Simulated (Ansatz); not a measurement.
## How the vibrations of NaY change with volume

Computed with Ansatz, DFT PBEsol, scalar-relativistic, plane waves, PAW. Cutoff 420 eV, 10×10×10 k-points (Γ-centred), Fermi-Dirac smearing of 0.15 eV. No spin polarisation. Phonons by linear response, acoustic sum rule imposed.

The cell, relaxed at this level:
```cif
data_structure
_symmetry_space_group_name_H-M 'Pm-3m'
_symmetry_Int_Tables_number 221
_cell_length_a 3.9657
_cell_length_b 3.9657
_cell_length_c 3.9657
_cell_angle_alpha 90.000
_cell_angle_beta 90.000
_cell_angle_gamma 90.000
_cell_volume 62.37
loop_
_atom_site_label
_atom_site_type_symbol
_atom_site_symmetry_multiplicity
_atom_site_Wyckoff_symbol
_atom_site_fract_x
_atom_site_fract_y
_atom_site_fract_z
_atom_site_occupancy
Na1 Na 1 b 0.50000 0.50000 0.50000 1
Y1 Y 1 a 0.00000 0.00000 0.00000 1
```

The cell was built by swapping an element in a database structure (itself possibly hypothetical) and relaxing; it need not be the stable form of this composition. In a metal, frequencies depend on the k mesh and the smearing, soft modes most.

Cells at 0.98 and 1.02 times the equilibrium volume were relaxed in shape and atoms; γ = −d ln ν / d ln V, modes matched by rank.

(1) Give the optical frequencies at Γ (cm⁻¹) at the three volumes and the mode Grüneisen parameters.

(2) What pressures hold the two strained cells, and what bulk modulus follows?

Answers

(1)
```tsv
0.98 V	V	1.02 V	γ	degeneracy
186	183	179	1.03	3
```

(2) 0.52 GPa at 0.98 V and -0.47 GPa at 1.02 V, so B = −dP/d ln V ≈ 25 GPa.